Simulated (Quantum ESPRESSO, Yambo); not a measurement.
# G0W0 results for KI

```
CELL_PARAMETERS angstrom
      0.00000     3.50204     3.50204
      3.50204     0.00000     3.50204
      3.50204     3.50204     0.00000
ATOMIC_POSITIONS crystal
  K  0.00000 0.00000 0.00000
  I  0.50000 0.50000 0.50000
```

Cell and atoms were relaxed with PBEsol from Materials Project entry mp-22898, within its symmetry.

Starting point: PBEsol (pw.x of Quantum ESPRESSO, ONCV potentials, with spin-orbit coupling). G0W0 in Yambo: 4×4×4 Γ-centred k mesh, 176 bands and a 6 Ry block in the screening, 176 bands in G with the Bruneval-Gonze terminator, plasmon pole fitted at 27.2 eV.

| Item | Result |
|---|---|
| PBEsol gap along the band path | 3.54 eV |
| PBEsol gap between the mesh's edge points (Γ → Γ) | 3.54 eV |
| G0W0 gap between the same points | 5.69 eV |

```json
[
 {"k point": "Γ", "band": "VB−2", "E PBEsol (eV)": "0.00", "E QP (eV)": "-1.54", "shift (eV)": "-1.54", "Z": "0.82"},
 {"k point": "Γ", "band": "VB−1", "E PBEsol (eV)": "0.00", "E QP (eV)": "-1.54", "shift (eV)": "-1.54", "Z": "0.82"},
 {"k point": "Γ", "band": "VB", "E PBEsol (eV)": "0.00", "E QP (eV)": "-1.54", "shift (eV)": "-1.54", "Z": "0.82"},
 {"k point": "Γ", "band": "CB", "E PBEsol (eV)": "3.54", "E QP (eV)": "4.14", "shift (eV)": "0.60", "Z": "0.86"},
 {"k point": "Γ", "band": "CB+1", "E PBEsol (eV)": "3.54", "E QP (eV)": "4.14", "shift (eV)": "0.60", "Z": "0.86"},
 {"k point": "L", "band": "VB", "E PBEsol (eV)": "-0.40", "E QP (eV)": "-1.97", "shift (eV)": "-1.57", "Z": "0.82"},
 {"k point": "L", "band": "CB", "E PBEsol (eV)": "5.08", "E QP (eV)": "5.68", "shift (eV)": "0.60", "Z": "0.86"},
 {"k point": "X", "band": "VB", "E PBEsol (eV)": "-0.42", "E QP (eV)": "-2.03", "shift (eV)": "-1.61", "Z": "0.82"},
 {"k point": "X", "band": "CB", "E PBEsol (eV)": "4.46", "E QP (eV)": "5.23", "shift (eV)": "0.77", "Z": "0.86"},
 {"k point": "W", "band": "VB", "E PBEsol (eV)": "-0.74", "E QP (eV)": "-2.38", "shift (eV)": "-1.63", "Z": "0.82"},
 {"k point": "W", "band": "CB", "E PBEsol (eV)": "5.98", "E QP (eV)": "6.85", "shift (eV)": "0.86", "Z": "0.85"}
]
```

Energies count from the PBEsol valence-band maximum.

Nearest settings tried, and what they do to the gap: 110 bands in G: -0 meV; 80 bands in W: -37 meV; 3 Ry block (65 vectors against 169): -213 meV; 2×2×2 mesh: -128 meV. So the settings aren't converged at that level.
